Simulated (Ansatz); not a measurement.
ZnO in space group P4/nmm (No. 129; Zn on 2c, O on 2a), PBE+D3(BJ) (plane waves, PAW; program Ansatz), all energies at zero smearing, with the estimated change up to a 700 eV cutoff added, with one set of potentials and settings (totals compare only within such a set). Cell of 4 atoms (2 Zn, 2 O): -7772.876 eV.

| element | reference phase | E (eV/atom) |
|---|---|---|
| Zn | P6_3/mmc, 2 atoms in the cell | -3319.4483 |
| O | C2/m, 4 atoms in the cell, spin-polarised | -565.0488 |

Formation energy per atom, worked out: (-7772.876 − 2×(-3319.4483) − 2×(-565.0488))/4 = -0.970 eV/atom (-94 kJ per mol of atoms), at 0 K, without zero-point energy or fitted corrections.

The cell is a constructed one: a structure type filled with these elements; neither database checked (COD, Materials Project) lists it. It is not the phase usual at ambient conditions (space group No. 186). The PBE+D3(BJ) relaxation kept the symmetry of its start; whether a distortion lowers the energy is not shown. The references are the lowest solids computed at this level, not always the standard phases (solids in place of the gases).

Potentials: the later of the program's two PAW sets.
